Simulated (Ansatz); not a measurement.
Zincblende alloy of CdTe and CdSe (26 of 32 Te sites exchanged), 64 atoms

Ansatz, PAW, plane waves. PBEsol relaxation of volume and atoms (shape held) at the single k point (¼, ¼, ¼) without its symmetry partners; single points on the relaxed atoms at the Γ point alone, onto which points of the small cell's zone fold. Arrangement: quasirandom. No spin–orbit coupling unless named.

Relaxed structure:

```
Cd Se Te
1.0
    12.31449    0.00000    0.00000
     0.00000   12.31449    0.00000
     0.00000    0.00000   12.31449
Cd Se Te
32 26 6
Direct
  0.00627 0.99507 0.00696
  0.99429 0.00793 0.50599
  0.99937 0.49707 0.99923
  0.00082 0.49913 0.49942
  0.50080 0.01431 0.99936
  0.50491 0.00660 0.49362
  0.49347 0.49356 0.99579
  0.50119 0.49687 0.50099
  0.24800 0.25249 0.99981
  0.25033 0.25266 0.49998
  0.24478 0.74296 0.99459
  0.24840 0.73706 0.50030
  0.74498 0.25770 0.00524
  0.75181 0.25241 0.49962
  0.76348 0.74906 0.99936
  0.75095 0.74858 0.49982
  0.24896 0.01468 0.25260
  0.24360 0.00638 0.75586
  0.24910 0.49839 0.24902
  0.24885 0.49708 0.74758
  0.75136 0.00105 0.24932
  0.75044 0.00260 0.73539
  0.75638 0.49190 0.25805
  0.75101 0.49878 0.75021
  0.99987 0.25051 0.25187
  0.00530 0.25920 0.74499
  0.99517 0.74119 0.24521
  0.00015 0.75023 0.74834
  0.50026 0.25432 0.25024
  0.49980 0.25114 0.74826
  0.50019 0.75020 0.26302
  0.50048 0.73551 0.75038
  0.12377 0.13014 0.12446
  0.12514 0.12951 0.62437
  0.12325 0.61983 0.12292
  0.12197 0.62040 0.62693
  0.62567 0.12949 0.12918
  0.62404 0.13052 0.62045
  0.62775 0.62016 0.62222
  0.37236 0.37311 0.12515
  0.37480 0.37470 0.62447
  0.87725 0.37426 0.12664
  0.87474 0.37712 0.62281
  0.87697 0.87499 0.12767
  0.87551 0.87247 0.62228
  0.37689 0.13218 0.37558
  0.37242 0.13146 0.87379
  0.37479 0.61756 0.37622
  0.37061 0.61844 0.87308
  0.87303 0.12719 0.37455
  0.87517 0.62231 0.37729
  0.87908 0.62162 0.87178
  0.12472 0.37488 0.37474
  0.12625 0.37705 0.87491
  0.12296 0.87292 0.87445
  0.62479 0.37306 0.37713
  0.62325 0.37514 0.87245
  0.62950 0.87695 0.37676
  0.62668 0.62096 0.12652
  0.37295 0.87665 0.12483
  0.37482 0.87536 0.62497
  0.87671 0.12705 0.87516
  0.12113 0.87487 0.37523
  0.62659 0.87536 0.87290
```

Question: What are the mean bond lengths by pair (pairs within 1.2 times the sum of covalent radii, less contacts 15 % beyond the pair's median; cation–cation pairs of compounds aside; long ionic contacts are cut short by that bound)?

Answer: Cd–Se 2.641 ± 0.009 Å (standard deviation, 104 bonds); Cd–Te 2.781 ± 0.009 Å (standard deviation, 24 bonds).

Question: What gap lies between the top filled and the lowest empty level in the single points?

Answer: HSE06 1.43 eV (54 s on NVIDIA GB200).
